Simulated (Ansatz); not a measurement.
BaCuTeF:
```xyz
8
Lattice="4.3597 0.0000 0.0000 0.0000 4.3597 0.0000 0.0000 0.0000 9.2720" Properties=species:S:1:pos:R:3 pbc="T T T"
Ba     0.0000     2.1799     6.1059
Ba     2.1799     0.0000     3.1661
Cu     0.0000     0.0000     0.0000
Cu     2.1799     2.1799     0.0000
Te     2.1799     0.0000     7.7800
Te     0.0000     2.1799     1.4920
F      2.1799     2.1799     4.6360
F      0.0000     0.0000     4.6360
```

Relaxed with PBEsol. Special points in fractions of this cell's reciprocal vectors: Γ (0.000, 0.000, 0.000); X (0.000, 0.500, 0.000); M (0.500, 0.500, 0.000); Z (0.000, 0.000, 0.500); R (0.000, 0.500, 0.500); A (0.500, 0.500, 0.500).

Task: List the band energies nearest the valence-band maximum at these points for PBEsol in the plane-wave PAW code Ansatz.

Result: In eV from the valence-band maximum; about four levels below and three above (degenerate sets whole), none deeper than 8.9 eV; points with the same levels are listed once.

```
k                    below                above
-  -----------------------  -------------------
Γ    -1.82 -0.71 0.00 0.00       0.85 1.93 1.96
X  -1.03 -1.03 -0.79 -0.79  2.00 2.00 2.49 2.49
M  -2.10 -2.10 -1.67 -1.67  2.36 2.36 3.03 3.03
Z  -1.82 -0.83 -0.02 -0.02       1.07 1.42 2.03
R  -0.96 -0.96 -0.78 -0.78  2.10 2.10 2.60 2.60
A  -2.11 -2.11 -1.67 -1.67  2.84 2.84 3.07 3.07
```

Space group P4/nmm. The workflow started from a Materials Project entry (that database holds measured and hypothetical structures alike); the Crystallography Open Database copy checked does not list it. Whether it is the stable phase at ambient conditions was not checked. Symmetry was held in the PBEsol relaxation; phonons show weakly imaginary modes. No spin polarisation was allowed. No Hubbard U is applied. Scalar-relativistic: spin–orbit coupling is off unless named, which matters more the heavier the elements.

Potentials: the later of the program's two PAW sets.
